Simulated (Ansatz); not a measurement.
Mo3P in space group I-42m (No. 121; Mo on 8i, Mo on 8i, Mo on 8g, P on 8f) at seven volumes, DFT-LDA in the program Ansatz with PAW potentials, shape and atoms relaxed at each. One row is withheld.

```csv
V (Å³/atom),P (GPa)
12.737,33.29
13.157,?
13.577,9.37
13.997,0.01
14.417,-7.95
14.837,-14.70
15.257,-20.42
```

Question: Fit the shown pressures and predict the withheld one.

Answer: P = (3/2)B₀(x^(7/2) − x^(5/2))[1 + (3/4)(B′ − 4)(x − 1)] with x = (V₀/V)^(2/3). Least squares on the six rows gives V₀ = 13.998 Å³/atom, B₀ = 287 GPa, B′ = 4.40. At V = 13.157, x = 1.0422 and P = 20.38 GPa. The run itself gave 20.37 GPa.

The workflow started from an entry of the Crystallography Open Database (COD, 173 K). Its standing as an ambient phase is unchecked. The cell was relaxed with LDA under the symmetry of its start; its stability against distortions is not shown here. The run is not spin-polarised.

Potentials: the later of the program's two PAW sets.
